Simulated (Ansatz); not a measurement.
# Pd, simple cubic: geometry optimisation

Method: DFT, BLYP, plane waves (420 eV) with PAW, scalar-relativistic in Ansatz. The PAW files were generated under PBE, with cores re-solved for the functional.

k-point mesh 12×12×12, Fermi-Dirac smearing 0.05 eV, starting moments 0.50 μB. Cell and atoms relax.

Starting structure:

```
Pd
1.0
     2.51410    0.00000    0.00000
     0.00000    2.51410    0.00000
     0.00000    0.00000    2.51410
Pd
1
Direct
  0.00000 0.00000 0.00000
```

Task: What cell does the relaxation end in?

Result: Pm-3m with a = 2.669 Å; 19.01 Å³ per atom against 15.89 at the start (19.7 %).

Task: How much energy does the relaxation gain?

Result: 233.8 meV per atom.

Task: Which magnetic state does it end in?

Result: non-magnetic.
